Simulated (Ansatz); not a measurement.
ZnCu:
```
CELL_PARAMETERS angstrom
      2.96337     0.00000     0.00000
      0.00000     2.96337     0.00000
      0.00000     0.00000     2.96337
ATOMIC_POSITIONS crystal
  Zn 0.50000 0.50000 0.50000
  Cu 0.00000 0.00000 0.00000
```

Relaxed with PBE. Special points in fractions of this cell's reciprocal vectors: Γ (0.000, 0.000, 0.000); X (0.000, 0.500, 0.000); M (0.500, 0.500, 0.000); R (0.500, 0.500, 0.500).

List the band energies nearest the Fermi level at these points for DFT-PBE in the program Ansatz with PAW potentials.

In eV from the Fermi level; about four levels below and three above (degenerate sets whole), none deeper than 8.9 eV; points with the same levels are listed once.

| k | below | above |
|---|---|---|
| Γ | -3.52 -3.52 -2.68 -2.68 -2.68 | 6.11 6.11 6.11 |
| X | -3.22 -3.22 -2.75 -1.98 | 11.52 11.52 12.10 12.10 |
| M | -2.83 -2.83 -2.45 -1.87 -1.87 | 1.69 2.00 13.71 |
| R | -4.21 -4.21 -4.21 -2.43 -2.43 | 3.70 4.26 4.26 4.26 |

Space group Pm-3m (CsCl type). Symmetry was held in the PBE relaxation. The run is not spin-polarised.

Potentials: the later of the program's two PAW sets.
